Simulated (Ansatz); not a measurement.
Starting cell, SiC (zinc blende):

```
CELL_PARAMETERS angstrom
      0.00000     2.18988     2.18988
      2.18988     0.00000     2.18988
      2.18988     2.18988     0.00000
ATOMIC_POSITIONS crystal
  C  0.75000 0.75000 0.75000
  Si 0.00000 0.00000 0.00000
```

A phonon eigenvector at Γ is frozen into this cell: atom i moves by Q times the vector below, so Q is the largest atomic displacement, in Å. The cell is held. It is one choice among 3 degenerate patterns.

| atom | x | y | z |
|---|---|---|---|
| C1 | 0.000 | 0.000 | -1.000 |
| Si2 | 0.000 | 0.000 | 0.428 |

Computed with PBE (plane waves to 420 eV, PAW, scalar-relativistic; Ansatz, a first-principles code). k mesh 13×13×13 (Γ-centred), Fermi-Dirac smearing 0.05 eV. Energies are smeared free energies. SiC was relaxed with its symmetry unable to fall. ΔE is measured from the undisplaced structure.

| Q (Å) | ΔE (meV/cell) |
|---|---|
| -0.2800 | 1338 |
| -0.2333 | 960 |
| -0.1867 | 630 |
| -0.1400 | 362 |
| -0.0933 | withheld |
| -0.0467 | 41 |
| 0.0000 | 0 |
| 0.0467 | 41 |
| 0.0933 | withheld |
| 0.1400 | 362 |
| 0.1867 | 630 |
| 0.2333 | 960 |
| 0.2800 | 1338 |

Problem. Fit an even polynomial form (powers 2, 4) to the given rows and predict ΔE at Q = 0.0933.

Solution. Least squares on the 11 given rows: ΔE = (18910)·Q² + (-23510)·Q⁴, in meV/cell with Q in Å; root-mean-square residual 0.3 meV/cell. At 0.0933 the fit gives 163 meV/cell; the calculation gives 163 meV/cell, the same to the digits shown. The quadratic term alone would give 165 meV/cell.

(A displaced cell: forces are minus the slopes of the energy, force constants its curvatures, and phonons follow from these.)
